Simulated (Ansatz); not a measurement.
C:
```yaml
crystal:
  lattice:
    - [-1.32281, 2.76116, 2.32246]
    - [1.32281, -2.76116, 2.32246]
    - [1.32281, 2.76116, -2.32246]
  atoms:
    - { symbol: C, position: [0.67014, 0.67705, 0.34720] }
    - { symbol: C, position: [0.32986, 0.32295, 0.65280] }
    - { symbol: C, position: [0.82986, 0.17705, 0.00691] }
    - { symbol: C, position: [0.17014, 0.82295, 0.99309] }
    - { symbol: C, position: [0.25000, 0.25000, 0.00000] }
    - { symbol: C, position: [0.75000, 0.75000, 0.00000] }
```

Relaxed with PBEsol. Special points in fractions of this cell's reciprocal vectors: Γ (0.000, 0.000, 0.000); X (0.500, -0.500, 0.500); F0 (0.307, -0.307, 0.693); Σ0 (-0.307, 0.307, 0.307); Λ0 (0.427, 0.427, -0.427); G0 (0.573, -0.427, 0.427); R (0.000, 0.500, 0.000); W (0.250, 0.250, 0.250); S (0.500, 0.000, 0.000); T (0.000, 0.000, 0.500).

**Question.** List the band energies nearest the valence-band maximum at these points for the program Ansatz at the PBEsol level (PAW).

**Answer.** In eV from the valence-band maximum; about four levels below and three above (degenerate sets whole), none deeper than 8.9 eV; points with the same levels are listed once.

```tsv
k	below	above
Γ	-4.32 -4.01 -2.66 -1.27	4.38 4.54 6.26
X	-2.96 -2.41 -1.61 0.00	2.72 4.29 4.51
F0	-4.45 -3.11 -2.97 -2.67	3.79 4.55 4.57
Λ0	-2.98 -2.33 -2.23 -0.16	2.79 4.40 4.75
R	-4.48 -4.48 -3.70 -3.70	3.25 3.25 5.09 5.09
W	-7.17 -7.17 -3.95 -3.95	5.17 5.17 6.64 6.64
S	-3.62 -3.62 -2.09 -2.09	3.53 3.53 6.51 6.51
T	-7.06 -4.14 -3.28 -3.06	3.94 4.24 5.59
```

Space group Ibam. The start of the workflow was typed in or built on a structure type; neither database checked (COD, Materials Project) lists it. It is not the phase usual at ambient conditions (space group No. 194, 227). The cell was relaxed with PBEsol under the symmetry of its start; its stability against distortions is not shown here. The volume moved by 18 % from the start of the relaxation.

Potentials: the earlier of the program's two PAW sets. The files were generated under PBE; for other functionals the program regenerates the frozen cores, and for LDA and PBEsol the local potential too.
